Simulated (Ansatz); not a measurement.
# Li: energy along a strain

Li, P6_3/mmc, a = 3.111 Å, c = 5.093 Å (as given, not relaxed at this level: -0.2 GPa). This isn't the element's structure at ambient conditions. Ansatz: r2SCAN, PAW, 500 eV, Γ-centred 18×18×10 mesh on 2 atoms, Gaussian smearing 0.15 eV; no spin polarisation. Cell vectors (Å): 3.111 0.000 0.000; -1.556 2.694 0.000; 0.000 0.000 5.093. The cell is strained by x per cent times the pattern (0 1 0 0 0 0) in the order xx yy zz yz xz xy (engineering shears), with fractional coordinates held. y is the free energy over the start, V0 = 21.344 Å³/atom.

| x (%) | y (meV/atom) |
| --- | --- |
| -4.00 | 1.46 |
| -3.00 | 0.58 |
| -2.00 | 0.05 |
| -1.00 | -0.15 |
| 0.00 | 0.00 |
| 1.00 | 0.48 |
| 2.00 | 1.27 |
| 3.00 | 2.35 |
| 3.50 | 3.00 |
| 4.00 | ? |

Problem. Fit y = c1 x + c2 x² + c3 x³ to the other rows, get the stiffness along the pattern, and predict the missing energy.

Solution. Least squares on the rows shown. y = 0.3119 x + 0.1624 x² − 0.001778 x³. The clamped-ion stiffness p·C·p = 2 × 1.624 eV × 160.2 / 21.344 Å³ = 24 GPa, which is C22 in these axes; c1 is there for the stress left in the start, which by itself gives a slope of 0.31 meV/atom per %. At x = 4.00 the fit asked for gives 3.73 meV/atom. The run gave 3.72 meV/atom, so the fit is 0.01 meV/atom too high, within twice the rms miss on the fitted rows (0.007 meV/atom).